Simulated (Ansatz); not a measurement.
## RbGdO2 (R-3m): the volume from the results

```
CELL_PARAMETERS angstrom
1.77400 1.02422 6.52667
-1.77400 1.02422 6.52667
0.00000 -2.04844 6.52667
ATOMIC_POSITIONS crystal
Rb 0.00000 0.00000 0.00000
Gd 0.50000 0.50000 0.50000
O 0.22000 0.22000 0.22000
O 0.78000 0.78000 0.78000
```

The reference geometry is a structure as deposited in COD; nothing is relaxed.

Functional, mesh and filling: PBEsol, 9×9×9 k mesh, Fermi–Dirac smearing of 0.08 eV. PAW means Ansatz 0.2.0 on its default frozen-core files. Site moments are integrated in spheres about the atoms. Start moments (μB): Gd2 7.

The cell is scaled evenly, and every run starts from the same moments. Some of the runs:

```
V/V₀  cell moment (μB)  largest site moment (μB)  F − F(V₀) (meV/atom)  pressure (GPa)
0.74              7.00                      6.60                   660            57.6
   1              7.00                      6.77                     0             1.2
 1.1              7.00                      6.81                    33            -6.5
```

Problem. Another run of the series gave cell moment (μB) = 7.00, largest site moment (μB) = 6.79, F − F(V₀) (meV/atom) = 3, pressure (GPa) = -2.4. At which V/V₀ was it made?
A. 0.96
B. 0.8
C. 1.04
D. 0.86
E. 0.92
F. 1.25
G. 0.66

Solution. C. V/V₀ = 1.04.

Problem. Another run of the series gave cell moment (μB) = 7.00, largest site moment (μB) = 6.74, F − F(V₀) (meV/atom) = 51, pressure (GPa) = 11.0. At which V/V₀ was it made?
A. 0.92
B. 0.66
C. 1.25
D. 0.86
E. 1.04
F. 0.8
G. 0.96

Solution. A. V/V₀ = 0.92.

The whole series:

| V/V₀ | cell moment (μB) | largest site moment (μB) | F − F(V₀) (meV/atom) | pressure (GPa) |
| --- | --- | --- | --- | --- |
| 0.66 | 7.00 | 6.49 | 1345 | 100.0 |
| 0.74 | 7.00 | 6.60 | 660 | 57.6 |
| 0.8 | 7.00 | 6.65 | 350 | 36.7 |
| 0.86 | 7.00 | 6.70 | 158 | 21.7 |
| 0.92 | 7.00 | 6.74 | 51 | 11.0 |
| 0.96 | 7.00 | 6.76 | 15 | 5.6 |
| 1 | 7.00 | 6.77 | 0 | 1.2 |
| 1.04 | 7.00 | 6.79 | 3 | -2.4 |
| 1.1 | 7.00 | 6.81 | 33 | -6.5 |
| 1.25 | 7.00 | 6.84 | 197 | -12.4 |

The PAW files were made with PBE; the program remakes their cores once for the run's functional and then keeps them frozen. Without U a semilocal functional puts the f levels too near the Fermi level, which can change moments and the order of magnetic states; site and cell moments are spin moments. Under strong compression frozen cores are worth checking against an all-electron run. Spin–orbit coupling is left out although heavy atoms are present. With open f shells a run can end in a state that isn't the lowest. These are results for the start and cell typed. The real compound can order otherwise, in a larger cell, or not at all, since semilocal functionals without spin fluctuations often overstate magnetism; near a collapse of the moment, mesh and smearing move it by tens of per cent.
